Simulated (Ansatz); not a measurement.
# Fields on a plane of Ti (hcp, Mg type)

```xyz
2
Lattice="2.9004 0.0000 0.0000 -1.4502 2.5118 0.0000 0.0000 0.0000 4.5902" Properties=species:S:1:pos:R:3 pbc="T T T"
Ti     0.0000     1.6745     3.4427
Ti     1.4502     0.8373     1.1476
```

The slice is a (0001) plane (indices of the conventional cell) through the point (0.667, 0.333, 0.250) (fractional), spanned by u = [110] and v = [1 -1 0] in vectors of this cell: u (2.90 Å) and v (5.02 Å, at 90° to u). It covers one period; positions are fractions (u, v).

Atoms on it: Ti at (0.00, 0.00); Ti at (0.50, 0.50).

Method: PBEsol (plane waves to 420 eV, PAW, scalar-relativistic; Ansatz, a first-principles code). k mesh 18×18×10. These are valence fields of a PAW run, semicore shells included where kept as valence: close to a nucleus they are smooth pseudo fields. The PAW data are Ansatz's earlier set. Ti is run without spin polarisation. Ti was relaxed with its symmetry unable to fall.

```tsv
v \ u	0.00	0.12	0.25	0.38	0.50	0.62	0.75	0.88
0.86	0.56	0.42	0.12	0.15	0.29	0.15	0.12	0.42
0.71	0.61	0.52	0.24	0.10	0.09	0.10	0.24	0.52
0.57	0.48	0.20	0.41	0.74	x	0.74	0.41	0.20
0.43	0.22	0.10	0.42	0.75	x	0.75	0.42	0.10
0.29	0.24	0.22	0.18	0.17	0.18	0.17	0.18	0.22
0.14	0.59	0.42	0.16	0.42	0.70	0.42	0.16	0.42
0.00	x	x	0.56	0.12	0.26	0.12	0.56	x
```

Values: electron localisation function (ELF). Points within 0.5 Å of a nucleus are blanked (x), as the pseudised field means little there.

```
|xxxxxx.+*+.xxxxx|
|xxxxxx-*#*-xxxxx|
|xxxxx =###= xxxx|
|xxxx -*#%#*- xxx|
|xxx -+#%%%#+- xx|
|..-=+*#####*+=-.|
|*******+++******|
|@%%#*=:. .:=*#%%|
|@@%*- xxxxx -*%@|
|@@#= xxxxxxx =#@|
|@%+ xxxxxxxxx +%|
|%#-xxxxxxxxxxx-#|
|#*:xxxxxxxxxxx:*|
|*+.xxxxxxxxxxx.+|
|*+.xxxxxxxxxxx.+|
|#*-xxxxxxxxxxx-*|
|##= xxxxxxxxx =#|
|%#*- xxxxxxx -*#|
|%%#+- xxxxx -+#%|
|###*+=-...-=+*##|
|++*************+|
| .:=*#%%@%%#*=:.|
|xxx -*%@@@%*- xx|
|xxxx =#@@@#= xxx|
|xxxxx +%@%+ xxxx|
|xxxxxx-#%#-xxxxx|
|xxxxxx:*#*:xxxxx|
|xxxxxx.+*+.xxxxx|
```
Scale: ten equal steps from 1.00 (start of ' ') to 9.42 (end of '@'), in the order ' .:-=+*#%@'. Values: electrostatic potential energy of an electron, from the cell's mean, in eV. The map has 16 points along u (one character each, u = 0 at the left) and 28 along v (v = 0 in the bottom row). Points within 1 Å of a nucleus are blanked (x), as the pseudised field means little there. Values under 1 eV are set to 1. The zero, the cell's mean, hangs on the PAW cores.

The density on the Ti–Ti line (2.90 Å) at its midpoint comes out as 0.20 e/Å³ and the ELF at that point comes out as 0.26.
